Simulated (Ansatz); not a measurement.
YGaPt in space group Pnma (No. 62; Y on 4c, Ga on 4c, Pt on 4c), PBE (plane waves, PAW; program Ansatz), all energies at zero smearing, with the estimated change up to a 700 eV cutoff added, with one set of potentials and settings (totals compare only within such a set). Cell of 12 atoms (4 Y, 4 Ga, 4 Pt): -80632.146 eV.

| element | reference phase | E (eV/atom) |
|---|---|---|
| Y | P6_3/mmc, 2 atoms in the cell | -3848.6668 |
| Ga | Cmce, 4 atoms in the cell | -3783.0209 |
| Pt | Fm-3m, 1 atoms in the cell | -12523.0127 |

Formation energy per atom, worked out: (-80632.146 − 4×(-3848.6668) − 4×(-3783.0209) − 4×(-12523.0127))/12 = -1.112 eV/atom (-107 kJ per mol of atoms), at 0 K, without zero-point energy or fitted corrections.

The first step of the workflow began from a Materials Project structure, measured or hypothetical; the Crystallography Open Database copy checked does not list it. Whether it is the stable phase at ambient conditions was not checked. Symmetry was held in the PBE relaxation; whether a distortion lowers the energy is not shown. No spin polarisation was allowed. The references are the lowest solids computed at this level, not always the standard phases. Spin–orbit coupling is left out wherever it is not named.

Potentials: the later of the program's two PAW sets.
